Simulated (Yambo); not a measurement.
G0W0@PBEsol for WS₂ (space group P6_3/mmc, No. 194) in Yambo. Reference settings: 6×6×1 Γ-centred k mesh, bands 9 to 258 and a 6 Ry block in the screening, 258 bands in G with the Bruneval-Gonze terminator, plasmon pole fitted at 27.2 eV. The PBEsol gap Γ → (0.167, 0.167, 0) on this mesh is 0.80 eV; G0W0 gaps are taken between the same points.

The settings were changed. The gap went from 1.14 eV to 1.11 eV, and the shift of the valence edge from 0.14 eV to 1.07 eV.

Problem. What was changed between the two runs?
A. no random integration
B. 3 Ry block
C. 112 bands in G, no terminator
D. 174 bands in W, 174 bands in G

Solution. C, 112 bands in G, no terminator. The others gave (gap, valence shift): 3 Ry block: 1.07, 0.30 eV; no random integration: 1.13, 0.26 eV; 174 bands in W, 174 bands in G: 1.16, 0.27 eV.

Spin-orbit coupling is included.

Geometry relaxed with PBE+D3(BJ); primitive cell a = 3.154 Å, b = 3.154 Å, c = 12.138 Å, α = 90.00°, β = 90.00°, γ = 120.00°.

A shift is the quasiparticle energy of the state minus its PBEsol energy.
